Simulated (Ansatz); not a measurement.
## CsPbCl3 from LDA upwards

The starting cell is an entry of the Crystallography Open Database (1958):

```xyz
5
Lattice="5.6050 0.0000 0.0000 0.0000 5.6050 0.0000 0.0000 0.0000 5.6050" Properties=species:S:1:pos:R:3 pbc="T T T"
Cs    0.0000    0.0000    0.0000
Pb    2.8025    2.8025    2.8025
Cl    2.8025    2.8025    0.0000
Cl    0.0000    2.8025    2.8025
Cl    2.8025    0.0000    2.8025
```

Atoms and cell were relaxed at zero pressure with plane-wave PAW DFT (Ansatz 0.2.0; one set of PAW datasets, made under PBE, for all functionals; 420 eV, r2SCAN 500 eV; 6×6×6 Γ-centred mesh, fermi-dirac occupations of width 0.020 eV; no spin polarisation, no spin-orbit coupling, no dispersion correction), keeping the symmetry (Pm-3m, No. 221).

Q: Which functional gives the smallest cell, and how wide is the spread?

A: The relaxed conventional cells:

| functional | a (Å) | volume (Å³/atom) | formation energy (eV/atom) |
| --- | --- | --- | --- |
| LDA | 5.519 | 33.61 | -1.652 |
| PBEsol | 5.619 | 35.48 | -1.551 |
| PBE | 5.735 | 37.73 | -1.567 |
| r2SCAN | 5.672 | 36.50 | -1.769 |
| the entry | 5.605 | 35.22 | – |

LDA gives the smallest volume and PBE the largest, 12.3 % more, the usual order, since LDA overbinds and PBE's gradient terms loosen the lattice. Against the entry's volume: LDA -4.6 %, PBEsol +0.7 %, PBE +7.1 %, r2SCAN +3.6 %. No verdict is drawn from this: the entry is old or was flagged in a check, so the entry may be off as well as the functionals. The formation energies span 0.22 eV an atom, lowest under r2SCAN.

Caveats: each relaxation keeps the start's symmetry, so a distorted cell may lie lower; computed cells are at 0 K with fixed nuclei, while the entry holds thermal expansion, often some tenths of a per cent in volume and more in soft crystals; no spin-orbit coupling, which moves formation energies of heavy elements; formation energies are at zero smearing against the elements' usual phases under the same functional, gases as free molecules, uncorrected.
